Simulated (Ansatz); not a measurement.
# A trial form of CdTeSe₄

The calculation used Ansatz, DFT PBE, scalar-relativistic, plane waves, PAW. Cutoff 420 eV, Gaussian smearing, Γ-centred meshes. Cell and atoms relax first on a coarse mesh and then on a finer one. In between, the cell is made exact in the group found at 0.06 Å. In metals the finer mesh still leaves noise of several meV/atom or more. The steps can't lower the symmetry of their start. No spin polarisation.

The cell of CdTeSe₄ is invented: random cell by space group and Wyckoff sites (P6/mmm, No. 191). The dimensions are guesses.

```
CELL_PARAMETERS angstrom
5.65276 0.00000 0.00000
-2.82638 4.89543 0.00000
0.00000 0.00000 4.24038
ATOMIC_POSITIONS crystal
Cd 0.00000 0.00000 0.00000
Te 0.00000 0.00000 0.50000
Se 0.33333 0.66667 0.00000
Se 0.66667 0.33333 0.00000
Se 0.33333 0.66667 0.50000
Se 0.66667 0.33333 0.50000
```

The zero of energy is the elements' standard structures at the same level; no fitted shifts are applied.

Q: Describe the relaxed structure.

A: The symmetry stays P6/mmm (No. 191). The volume per atom grows by 21.2 %, from 19.6 to 23.7 Å³. The shortest distance goes from 2.12 Å (Cd–Te and Se–Se) to 2.83 Å (Cd–Te and Se–Se). The ratio c/a of the conventional cell changes by a factor of 1.40. The energy falls by about 1.7 eV/atom (the start's value is from the coarse mesh). Conventional cell: a = 5.388 Å, c = 5.656 Å. Cd is surrounded by 2 Te at 2.83 Å and 6 Se at 3.11 Å; Te has 2 Cd at 2.83 Å and 6 Se at 3.11 Å; around Se on its first site lie 2 Se at 2.83 Å, 3 Cd at 3.11 Å and 3 Se at 3.11 Å; Se on its second site has 2 Se at 2.83 Å, 3 Te at 3.11 Å and 3 Se at 3.11 Å.

```cif
data_structure
_symmetry_space_group_name_H-M 'P6/mmm'
_symmetry_Int_Tables_number 191
_cell_length_a 5.3878
_cell_length_b 5.3878
_cell_length_c 5.6561
_cell_angle_alpha 90.000
_cell_angle_beta 90.000
_cell_angle_gamma 120.000
_cell_volume 142.19
loop_
_atom_site_label
_atom_site_type_symbol
_atom_site_symmetry_multiplicity
_atom_site_Wyckoff_symbol
_atom_site_fract_x
_atom_site_fract_y
_atom_site_fract_z
_atom_site_occupancy
Cd1 Cd 1 a 0.00000 0.00000 0.00000 1
Te1 Te 1 b 0.00000 0.00000 0.50000 1
Se1 Se 2 c 0.33333 0.66667 0.00000 1
Se2 Se 2 d 0.33333 0.66667 0.50000 1
```

Q: How does it come out in energy, and is it a metal?

A: The formation energy is +0.17 eV/atom. The gap on the 12×12×8 mesh of the 6-atom cell is 0 eV (a metal).

It can't be a ground state, since the elements alone are lower.

The last run used Gaussian smearing of 0.10 eV. These runs have no spin–orbit coupling, which can matter for Te. The reference forms of Se and Te are held partly by dispersion forces, which this level lacks. A structure relaxed within its symmetry needn't be a true minimum. In all, the 3 runs took 7.7 min on 1 thread of Intel(R) Xeon(R) Processor @ 2.70GHz (shared host). Another cell of CdTeSe4 relaxed alike, in P4/mmm, lies 36 meV/atom lower, so this cell isn't the stable form at this level.
